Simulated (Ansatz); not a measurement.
One crystal and one scan (energy against volume) at two levels, PBE-D3(BJ) (plane waves to 420 eV, PAW, scalar-relativistic; Ansatz, a program for electronic structure) and r2SCAN+rVV10 (plane waves to 500 eV, PAW, scalar-relativistic; Ansatz), each from its own relaxed cell and on its own mesh.

The crystal is MoS₂ (2H-MoS2 type, space group P6_3/mmc); the cell is scaled evenly about its relaxed volume V₀.

The energy includes the smearing's −TS. MoS2 is run without spin polarisation. MoS2 was relaxed with its symmetry unable to fall. With the shape held, the modulus is that of even scaling; a crystal free to change shape is softer. Both scans cover V/V₀ from 0.940 to 1.060.

```tsv
quantity	run 1	run 2
Lattice constant a (Å)	3.173	3.149
Lattice constant c (Å)	12.44	12.09
Relaxed volume (Å³/atom)	18.07	17.31
Energy cost of the largest compression (meV/atom)	16.9	16.2
Energy cost of the largest expansion (meV/atom)	13.8	13.3
Pressure derivative B₀′ (fit)	4.0	4.2
```

Which run is which level?

Run 2 is PBE-D3(BJ), run 1 is r2SCAN+rVV10. PBE-D3(BJ) gives the lower value for: lattice constant a; lattice constant c; relaxed volume; energy cost of the largest compression; energy cost of the largest expansion.

(A scan under strain: stresses follow from slopes of the energy per volume, elastic moduli from its curvatures.)
